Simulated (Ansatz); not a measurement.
**Property card for YMg5**

The calculation used DFT r2SCAN, scalar-relativistic, plane waves, PAW (Ansatz).

Settings: cutoff 500 eV, Γ-centred mesh 9×9×8 on the computed 6-atom cell, Gaussian smearing of 0.10 eV; no spin polarisation.

The structure is relaxed at this level of theory with its symmetry kept. Whether it is the stable form of this composition wasn't checked.

```
Y Mg
1.0
     5.77552    0.00000    0.00000
    -2.88776    5.00175    0.00000
     0.00000    0.00000    5.08388
Y Mg
1 5
Cartesian
  0.0000 0.0000 2.5419
  -1.7817 3.0860 0.0000
  3.5634 0.0000 0.0000
  1.1061 1.9158 0.0000
  2.8878 1.6672 2.5419
  0.0000 3.3345 2.5419
```

| Quantity | Value |
| --- | --- |
| Space group | P-62m (No. 189) |
| Volume per atom | 24.48 Å³ |
| Generalised Kohn–Sham band gap | none (metal) |
| Density of states at the Fermi level | 2.60 states/eV per cell |
| Bulk modulus | 40 GPa |
| Its pressure derivative | 3.7 |